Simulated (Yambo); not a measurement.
Yambo run on Sr2RhH5 (space group I4mm, No. 107). The wavefunctions are norm-conserving PBEsol (Quantum ESPRESSO, 88 Ry, no spin-orbit coupling) ones on a 4×4×4 mesh (21 occupied bands); a = 5.411 Å, b = 5.411 Å, c = 5.411 Å, α = 120.91°, β = 120.91°, γ = 88.43°.

Yambo input:

```
rim_cut
HF_and_locXC
RandQpts= 1000000
RandGvec= 1 Ry
EXXRLvcs= 88 Ry
VXCRLvcs= 352 Ry
% QPkrange
 1 | 1 | 21 | 22 |
 3 | 3 | 21 | 22 |
 6 | 6 | 21 | 22 |
 8 | 8 | 21 | 22 |
 13 | 13 | 21 | 22 |
%
```

k points by index: 1 = Γ, 3 = X, 6 = N, 8 = P, 13 = Z.

The o-*.hf file then holds:

```
#    K-point    Band    Eo [eV]    Ehf [eV]    Vxc [eV]    Vnlxc [eV]
#
    1    21    -0.520197    -2.534506    -12.96912    -14.98343
    1    22    1.924764    7.081385    -13.96979    -8.813167
    3    21    0.000000    -0.791739    -15.33875    -16.13049
    3    22    0.744917    3.200056    -12.32272    -9.867585
    6    21    -0.247785    -2.309650    -13.84032    -15.90218
    6    22    1.925720    6.549084    -14.33496    -9.711599
    8    21    -0.193582    -1.213799    -14.21271    -15.23292
    8    22    0.970449    3.940395    -13.81441    -10.84446
    13    21    -1.390917    -3.635737    -12.30911    -14.55393
    13    22    0.584938    3.714099    -12.90860    -9.779439
```
Exchange alone, without screening.

Geometry of the Materials Project entry, not relaxed at this level.

The structure is a Materials Project entry; no match was found in the copy of COD used, and its stability was not checked.
